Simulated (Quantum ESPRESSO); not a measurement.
# Band energies of Mg₂FeH₆

```
CELL_PARAMETERS angstrom
      0.00000     3.17753     3.17753
      3.17753     0.00000     3.17753
      3.17753     3.17753     0.00000
ATOMIC_POSITIONS crystal
  H  0.75703 0.24297 0.75703
  H  0.24297 0.75703 0.24297
  H  0.75703 0.24297 0.24297
  H  0.24297 0.75703 0.75703
  H  0.75703 0.75703 0.24297
  H  0.24297 0.24297 0.75703
  Mg 0.25000 0.25000 0.25000
  Mg 0.75000 0.75000 0.75000
  Fe 0.00000 0.00000 0.00000
```

norm-conserving LDA (Quantum ESPRESSO, 90 Ry, scalar-relativistic); path ΓXWKΓLUWLK,UX; energies in eV from the valence-band maximum.

| k (1/Å) | point | band 17 | band 18 | band 19 | band 20 | band 21 | band 22 | band 23 | band 24 |
|---|---|---|---|---|---|---|---|---|---|
| 0.00 | Γ | -2.14 | -2.14 | -0.78 | -0.78 | -0.78 | 5.27 | 5.27 | 5.27 |
| 0.40 |  | -2.84 | -2.54 | -1.03 | -0.29 | -0.29 | 2.89 | 4.37 | 5.59 |
| 0.99 | X | -3.58 | -2.95 | -1.48 | 0.00 | 0.00 | 1.71 | 3.75 | 6.41 |
| 1.48 | W | -3.34 | -2.26 | -0.39 | -0.39 | 0.00 | 2.90 | 4.11 | 5.16 |
| 1.48 | K | -3.34 | -2.40 | -0.81 | -0.10 | -0.05 | 2.29 | 4.54 | 4.95 |
| 2.01 |  | -3.07 | -1.59 | -0.52 | -0.35 | -0.35 | 3.44 | 3.58 | 4.98 |
| 2.53 | Γ | -2.14 | -2.14 | -0.78 | -0.78 | -0.78 | 5.27 | 5.27 | 5.27 |
| 3.05 |  | -1.95 | -1.95 | -0.53 | -0.38 | -0.38 | 3.77 | 3.77 | 4.32 |
| 3.39 | L | -1.82 | -1.82 | -0.52 | -0.30 | -0.30 | 3.43 | 3.43 | 3.88 |
| 3.99 | U | -3.34 | -2.40 | -0.81 | -0.10 | -0.05 | 2.29 | 4.54 | 4.95 |
| 4.34 | W | -3.34 | -2.26 | -0.39 | -0.39 | 0.00 | 2.90 | 4.11 | 5.16 |
| 4.48 |  | -3.31 | -2.22 | -0.39 | -0.39 | -0.02 | 2.85 | 4.05 | 5.28 |
| 4.90 |  | -2.11 | -1.87 | -0.43 | -0.31 | -0.27 | 3.08 | 3.53 | 4.47 |
| 5.04 | L | -1.82 | -1.82 | -0.52 | -0.30 | -0.30 | 3.43 | 3.43 | 3.88 |
| 5.28 |  | -2.51 | -1.95 | -0.45 | -0.24 | -0.24 | 2.83 | 3.75 | 5.05 |
| 5.65 | K | -3.34 | -2.40 | -0.81 | -0.10 | -0.05 | 2.29 | 4.54 | 4.95 |
| 5.65 | U | -3.34 | -2.40 | -0.81 | -0.10 | -0.05 | 2.29 | 4.54 | 4.95 |
| 6.00 | X | -3.58 | -2.95 | -1.48 | 0.00 | 0.00 | 1.71 | 3.75 | 6.41 |

The LDA gap is direct, 1.71 eV at X.

Geometry of the Materials Project entry, not relaxed at this level.

The runs are not spin-polarised; magnetic order was not tried.
